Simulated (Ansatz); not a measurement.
Cu Kα1 powder pattern (kinematic, no thermal factors).
2θ (°) (relative intensity): 21.20 (50), 24.61 (97), 32.70 (90), 43.18 (3), 43.32 (100), 48.71 (34), 50.33 (84), 50.45 (14), 55.31 (21), 62.82 (7), 67.00 (2), 68.53 (30), 68.63 (12), 72.55 (11), 72.75 (19), 79.47 (13), 83.20 (6), 83.40 (7), 84.63 (32), 88.42 (7)

The pattern is computed from a structure relaxed with DFT PBE, scalar-relativistic, plane waves, PAW (Ansatz). No spin polarisation. Its elements are F, Sn.

Question: Give the structure.

Answer: SnF5.
Space group P6/mmm (No. 191). a = 4.174 Å, b = 4.174 Å, c = 4.187 Å, α = 90.00°, β = 90.00°, γ = 120.00°
```csv
atom,site,symmetry,x,y,z
Sn,1b,6/mmm,0.0000,0.0000,0.5000
F,4h,3m.,0.3333,0.6667,0.7422
F,1a,6/mmm,0.0000,0.0000,0.0000
```

A pattern alone doesn't exclude other cells with like lines; this is the one computed.

Another cell of SnF5 relaxed alike, in P4/mmm, lies 0.59 eV/atom lower, so this cell isn't the stable form at this level.

The structure comes from a generated guess; another structure or a mixture of phases may lie lower. No dispersion correction is applied, so the spacing between layers, chains or molecules is poorly fixed.
